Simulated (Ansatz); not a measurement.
**Data sheet: BiB (DFT)**

BiB:
```yaml
crystal:
  lattice:
    - [0.00000, 2.74498, 2.74498]
    - [2.74498, 0.00000, 2.74498]
    - [2.74498, 2.74498, 0.00000]
  atoms:
    - { symbol: Bi, position: [0.75000, 0.75000, 0.75000] }
    - { symbol: B, position: [0.00000, 0.00000, 0.00000] }
```

Space group F-43m (No. 216), zinc blende; conventional cell a = b = c = 5.490 Å, α = β = γ = 90.00°.

Method: DFT-r²SCAN in the program Ansatz with PAW potentials. The cell and atoms are relaxed at this level. Other levels are named where they apply.

Cell and energy:

```json
{
  "volume_per_atom": "20.68 Å³",
  "density": "8.82 g/cm³",
  "Formation energy from the elements (no fitted shifts)": "74 kJ/mol of atoms"
}
```

Electronic structure:

```json
{
 "band_gap": "0.39 eV (direct)",
 "valence_band_maximum": "at Γ",
 "conduction_band_minimum": "at Γ",
 "electron_effective_mass": "0.025 mₑ (isotropic)",
 "Hole effective mass, band 1 of 3 at the edge": "0.21 along [100], 1.4 along [110], 0.48 along [111] (mₑ)",
 "Hole effective mass, band 2 of 3 at the edge": "0.21 along [100], 0.21 along [110], 0.48 along [111] (mₑ)",
 "Hole effective mass, band 3 of 3 at the edge": "0.024 along [100], 0.022 along [110], 0.022 along [111] (mₑ)"
}
```

Mechanics:

```json
{
  "Bulk modulus (Birch–Murnaghan fit)": "79.5 GPa",
  "Pressure derivative B′": "4.7",
  "Elastic constants (relaxed ions, GPa)": "C11 = 147, C12 = 46.8, C44 = 80.5",
  "mechanical_stability": "stable (all eigenvalues of C positive)",
  "hill_bulk_and_shear_moduli": "80.2 and 66.6 GPa",
  "Young's modulus": "156 GPa",
  "Poisson's ratio": "0.17",
  "debye_temperature_from_the_elastic_constants": "328 K",
  "Piezoelectric stress constants (proper, relaxed ions, C/m²)": "e14 = e25 = e36 = 0.17"
}
```

A made-up cell: these elements were put on the sites of a structure type; neither database checked (COD, Materials Project) lists it. Whether it is the stable phase at ambient conditions was not checked. The r²SCAN relaxation kept the symmetry of its start; whether a distortion lowers the energy is not shown. Signs of piezoelectric constants follow the polarity of the cell as given. The references are the lowest solids computed at this level, not always the standard phases. Spin–orbit coupling is left out wherever it is not named.

Potentials: the later of the program's two PAW sets.
